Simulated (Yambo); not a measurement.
G0W0@PBEsol for WO₃ (space group P4/nmm, No. 129) in Yambo. Reference settings: 2×2×4 Γ-centred k mesh, bands 3 to 217 and a 8 Ry block in the screening, 217 bands in G with the Bruneval-Gonze terminator, plasmon pole fitted at 27.2 eV. The PBEsol gap Z → Γ on this mesh is 0.58 eV; G0W0 gaps are taken between the same points.

The settings were changed. The gap went from 1.71 eV to 1.74 eV, and the shift of the valence edge from -0.22 eV to 0.15 eV.

Name the change that produced these shifts.
(A) 105 bands in W
(B) 142 bands in G, no terminator
(C) 3 Ry block
(D) 87 bands in G

B, 142 bands in G, no terminator. The others gave (gap, valence shift): 3 Ry block: 1.98, -0.22 eV; 87 bands in G: 1.75, -0.21 eV; 105 bands in W: 1.80, -0.11 eV.

Spin-orbit coupling is not included.

Geometry of the Materials Project entry, not relaxed at this level; primitive cell a = b = 5.325 Å, c = 3.944 Å, α = β = γ = 90.00°.

A shift is the quasiparticle energy of the state minus its PBEsol energy.
